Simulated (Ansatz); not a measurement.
InSb (zinc blende), conventional cell a = 6.635 Å, b = 6.635 Å, c = 6.635 Å, α = 90.00°, β = 90.00°, γ = 90.00°. The calculation uses the primitive cell of 2 atoms, to which meshes and values per cell refer.

This relaxed cell (volume V₀) is scaled evenly in all directions, its shape held. Symmetry pins the atoms to their sites.

Calculation: PBE (plane waves to 420 eV, PAW, scalar-relativistic; Ansatz, an electronic-structure program). k mesh 12×12×12 (Γ-centred), Fermi-Dirac smearing 0.05 eV. The energy includes the smearing's −TS. Compression counts positive. At this level the bands of InSb touch or barely overlap; measurements give the solid a gap. InSb was relaxed with its symmetry unable to fall. Spin-orbit coupling is left out, though Sb is heavy. The PAW data are Ansatz's earlier set. The zero of ΔE is the relaxed starting cell.

The scan covers V/V₀ from 0.840 to 1.160 in 13 points.

What pressure does the cell carry at V/V₀ = 0.840?

9.8 GPa.

What is ΔE at V/V₀ = 0.840?

151 meV/atom.

What is ΔE at V/V₀ = 1.160?

80 meV/atom.

(A scan under strain: stresses follow from slopes of the energy per volume, elastic moduli from its curvatures.)
